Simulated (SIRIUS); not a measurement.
A self-consistent single point of Zn2SeS (P1, 4 atoms in the cell; from Materials Project mp-1215446, changed as shown) with SIRIUS.

Level of theory: PBEsol, FP-LAPW (LAPW with two local orbitals a valence shell; core below -3 Ha), all-electron full potential with ZORA scalar-relativistic valence and Dirac core in SIRIUS 7.12.0.

The change in words: atoms moved at random. Reference geometry (R3m):
```yaml
crystal:
  lattice:
    - [1.95375, 1.12800, 6.38365]
    - [-1.95375, 1.12800, 6.38365]
    - [0.00000, -2.25600, 6.38365]
  atoms:
    - { symbol: Zn, position: [0.00374, 0.00374, 0.00374] }
    - { symbol: Zn, position: [0.49637, 0.49637, 0.49637] }
    - { symbol: Se, position: [0.62452, 0.62452, 0.62452] }
    - { symbol: S, position: [0.12535, 0.12535, 0.12535] }
```

Reference input (self-consistent single point, DFT, PBEsol, FP-LAPW (LAPW with two local orbitals a valence shell; core below -3 Ha), all-electron full potential with ZORA scalar-relativistic valence and Dirac core): parameters.ngridk = 6 6 6; basis = LAPW with two local orbitals a valence shell, core below -3 Ha; unit_cell.atom_type_rmt = {Zn: 2.21, Se: 2.21, S: 2.04} bohr; parameters.xc_functionals = [XC_GGA_X_PBE_SOL, XC_GGA_C_PBE_SOL]; parameters.aw_cutoff = 7; parameters.pw_cutoff = 16 1/bohr; parameters.smearing = fermi_dirac; parameters.smearing_width = 0.000367493 Ha; parameters.electronic_structure_method = full_potential_lapwlo; parameters.lmax_apw = 8; parameters.lmax_rho = 8; parameters.lmax_pot = 8. This run's input differs from it in these lines:

```diff
@@ -54,10 +54,10 @@
       "Zn": [
-        [-0.0, 0.0, 0.1352422824],
-        [0.0, 0.0, 17.9636638218]
+        [-0.0259735887, 0.0024918489, 0.1383787549],
+        [0.015849981, -0.0109841724, 17.9847385045]
       ],
       "Se": [
-        [-0.0, -0.0, 22.6014209763]
+        [0.018242431, -0.0670582337, 22.5772701379]
       ],
       "S": [
-        [-0.0, -0.0, 4.5363163952]
+        [-0.0081225153, 0.0755526888, 4.5362681418]
       ]
```

The program printed (abridged):

```
[find] density tolerance         : 1e-06
[find] total energy tolerance    : 1e-07
[find] iter_solver_tol (initial) : 0.01
[find] iter_solver_tol (target)  : 1e-13
[find] num_dft_iter              : 100
Charges and magnetic moments
--------------------------------------------------------------------------------
atom      charge    core leakage
--------------------------------------------------------------------------------
   0   28.773601    0.000000e+00
   1   28.756992    0.000000e+00
   2   31.869225    0.000000e+00
   3   13.874859    0.000000e+00

total core leakage    : 0.00000000e+00
interstitial charge   : 6.725322
total charge          : 110.000000
[find] | SCF iteration   0 out of 100|
Warning in function "find_enu" at src/unit_cell/atom_symmetry_class.cpp:544
Atom_symmetry_class::find_enu()
  atom type label        : Zn
  atom symbol            : Zn
Exception in function "find_enu" at src/radial/radial_solver.cpp:120
find_enu()
  rel : zora
  zn  : 30
  n   : 0
  l   : 1
  auto_enu        : 1
  etop            : 0.15
  etop_first_pass : 0
  ebot            : 0.15
  step : estimate top of the energy
  denu  : 0.5
  error : Exception in function "integrate_forward_until" at src/radial/radial_solver.hpp:936
integrate_forward_until(): condition is not achieved in 1000 iterations
  curent value of enu: -491.374
  l, k : 1 0
  zn : 30
  error : top of the linearization energy interval is not found

Warning in function "find_enu" at src/unit_cell/atom_symmetry_class.cpp:544
Atom_symmetry_class::find_enu()
  atom type label        : Zn
  atom symbol            : Zn
Exception in function "find_enu" at src/radial/radial_solver.cpp:120
find_enu()
  rel : zora
  zn  : 30
  n   : 0
   [... lines left out ...]
[find] Charges and magnetic moments
[find] Free energy (E-TS)             :   -6416.67820957 (Ha),  -12833.35641913 (Ry)
[find] band gap (eV)                  :       1.59721787
[find] Efermi                         :       0.16687318
Warning in function "find_enu" at src/unit_cell/atom_symmetry_class.cpp:544
Warning in function "find_enu" at src/unit_cell/atom_symmetry_class.cpp:544
[find] Charges and magnetic moments
[find] Free energy (E-TS)             :   -6416.69367158 (Ha),  -12833.38734317 (Ry)
[find] band gap (eV)                  :       1.46092764
[find] Efermi                         :       0.16606211
   [... lines left out ...]
[find] Efermi                         :       0.15259221
[ground_state] ==== total Forces in Ha/bohr =====
[ground_state] atom:    0, force:       0.0030211     -0.0039926      0.0003269
[ground_state] atom:    1, force:      -0.0009609      0.0045541     -0.0025857
[ground_state] atom:    2, force:      -0.0031864      0.0051232      0.0025337
[ground_state] atom:    3, force:       0.0011394     -0.0056898     -0.0002719
```

The run converged in 13 iterations. Against the reference run the free energy goes up by 3.7 meV/atom, the largest force goes from 0.027 to 0.336 eV/Å and the gap on the mesh goes from 1.363 to 1.333 eV.

The structure comes from a collection of computed structures, made at another level of theory; the collection holds predicted forms beside known ones. Values depend on the basis (sphere radii, cutoffs, local orbitals), which need not be converged.

Cost on one core: around 3 core-minutes (rough).

The gap that the log prints is read on the run's mesh, which can miss the band edges or a crossing.
